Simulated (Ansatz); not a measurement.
## Calculated with Ansatz: SrLi$_{2}$BS$_{4}$, single run

The command:

```bash
ansatz run input.yaml --threads 1 --pin off --max-ram 2560MiB --backend cpu --events-out ev --progress --plain --runs-dir out
```

input.yaml:

```yaml
crystal:
  lattice:
    - [-3.178487, 3.178487, 3.779436]
    - [3.178487, -3.178487, 3.779436]
    - [3.178487, 3.178487, -3.779436]
  atoms:
    - { symbol: B, position: [0.0, 0.0, 0.0] }
    - { symbol: Sr, position: [0.5, 0.5, 0.0] }
    - { symbol: Li, position: [0.25, 0.75, 0.5] }
    - { symbol: Li, position: [0.75, 0.25, 0.5] }
    - { symbol: S, position: [0.03526, 0.03526, 0.4132] }
    - { symbol: S, position: [0.96474, 0.37794, 0.0] }
    - { symbol: S, position: [0.62206, 0.62206, 0.5868] }
    - { symbol: S, position: [0.37794, 0.96474, 0.0] }
  symmetry: { tolerance: 0.0003 }
kpoints:
  mp_grid: { grid: [4, 4, 4], shift: [0, 0, 0] }
magnetization:
  spin_polarized: false
scf:
  occupations: { method: methfessel_paxton, width: 0.1468 }
  algorithm: direct_min
  lower_state_search: "off"
hamiltonian:
  pseudopotentials: { kind: paw }
  xc: pbe
basis:
  ecutwfc: 420
output:
  forces: true
  stress: true
  eigenvalues: true
```

Origin of the cell: a known structure type with other elements, at an estimated volume, so it need not be a known compound.

Output (shortened):

```
SCF iter   1: F=—  HF=-7724.119989 eV  Δρ=2.32e-3  dr2=6.38e-3
SCF iter   2: F=—  HF=-7724.120659 eV  Δρ=4.88e-4  dr2=5.63e-4
SCF iter   3: F=—  HF=-7724.120496 eV  Δρ=1.44e-4  dr2=5.30e-5
SCF iter   4: F=—  HF=-7724.120480 eV  Δρ=2.24e-5  dr2=1.78e-6
SCF iter   5: F=—  HF=-7724.120480 eV  Δρ=3.81e-6  dr2=4.54e-8
SCF iter   6: F=—  HF=-7724.079482 eV  Δρ=2.29e-4  dr2=7.39e-5
SCF iter   7: F=—  HF=-7724.079465 eV  S|Δr|=    0.00e0  Δρ=1.14e-4  dr2=2.25e-5
SCF iter   8: F=—  HF=-7724.079457 eV  S|Δr|=    0.00e0  Δρ=1.90e-5  dr2=9.03e-7
SCF iter   9: F=-7724.079457 eV  HF=-7724.079457 eV  S|Δr|=    0.00e0  Δρ=3.55e-6  dr2=3.59e-8
SCF 1 converged in 9 iterations: F = -7724.079457 eV  dr2 = 3.59e-8
SCF converged after 9 iterations
Stability not checked: this state was not tested for a lower state beside it, because cold or Methfessel-Paxton smearing, or corrected tetrahedra, fill the levels in a way that the test cannot read (fill_not_monotonic; […]
Free energy (F): -7724.079457 eV
Harris-Foulkes:  -7724.079457 eV  (|F-HF|=1.89e-9)
Internal energy: -7724.070419 eV  (E = F + TS)
E sigma→0 (E₀):  -7724.077198 eV
Entropy (-TS):   -0.009038 eV (-1.130 meV/atom)
Fermi energy:    4.233256 eV
--- Per-component energies (eV) ---
  E_band       = -281.419334
  E_kinetic    = 752.771053
  E_local      = -1377.774309  (includes V_loc(G=0)·N_el)
  E_nonlocal   = 261.443306
  E_hartree    = 371.895659
  E_xc         = -612.319755
  E_vxc        = -573.579647  (∫ρ·V_xc dr)
  E_paw        = -5215.939541  (= ΣΔE_a)
  E_vpaw       = -88.069979  (= ΣTr[D̂ρ^β])
  E_aug_tail   = 0.000030  (compensation charges beyond the density's cutoff)
  E_ewald      = -1904.146863
  E_smearing   = -0.009038  (= −TS)
  Σ components = -7724.079457   (vs F -7724.079457, Δ=0.00e0)
--- Forces (eV/Å), atoms counted from 1 ---
  atom   1  B      0.000000     0.000000     0.000000
  atom   2  Sr    -0.000000    -0.000000     0.000000
  atom   3  Li    -0.000000    -0.000000     0.000000
  atom   4  Li    -0.000000     0.000000     0.000000
  atom   5  S     -1.666306    -1.666306     1.572797
  atom   6  S     -1.666306     1.666306    -1.572797
  atom   7  S      1.666306     1.666306     1.572797
  atom   8  S      1.666306    -1.666306    -1.572797
  max |Σ_I F_I| component: 4.44e-16 eV/Å
--- Stress (GPa, compression-positive) ---
       -3.083306      -0.000000       0.000000
       -0.000000      -3.083306       0.000000
        0.000000       0.000000      -5.522561
  P = ⅓ Tr σ = -3.8964 GPa (-38.964 kbar)
```

Caveats: no moments, though an odd count or open d shells may carry them; the k mesh is coarse if the cell is a metal.

Time: 11 s of wall time on 1 CPU thread(s) of a shared host, from the program's own first density.
